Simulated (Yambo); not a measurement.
Yambo run on SrTiO3 (space group I4/mcm, No. 140). The wavefunctions are PBEsol (Quantum ESPRESSO, PseudoDojo norm-conserving, 84 Ry, scalar-relativistic) ones on a 4×4×4 mesh (40 occupied bands); a = 5.5349 Å, b = 5.5349 Å, c = 5.5349 Å, α = 120.15°, β = 120.15°, γ = 89.74°.

Yambo input:

```
rim_cut
gw0
dyson
el_el_corr
HF_and_locXC
cohsex
em1s
RandQpts= 1000000
RandGvec= 1 Ry
EXXRLvcs= 84 Ry
VXCRLvcs= 336 Ry
Chimod= "HARTREE"
% BndsRnXs
 3 | 148 |
%
NGsBlkXs= 6 Ry
% LongDrXs
 1.0 | 1.0 | 1.0 |
%
ExtendOut
% QPkrange
 1 | 1 | 40 | 41 |
%
```

k points by index: 1 = Γ.

Table of the .qp output:

```
#    K-point    Band    Eo [eV]    E [eV]    E-Eo [eV]    Vxc [eV]    Vnlxc [eV]    Sc|Eo [eV]    Re(Z)    Im(Z)
#
    1    40    0.000000    -1.665849    -1.665849    -19.83671    -24.92203    3.419477    1.000000    0.000000
    1    41    1.931744    2.213235    0.281491    -18.86745    -11.65093    -6.935030    1.000000    0.000000
```
(The two width columns are left out.) Convergence of these settings isn't established.

Geometry of the Materials Project entry, not relaxed at this level.

This is not the ordinary phase of the substance.
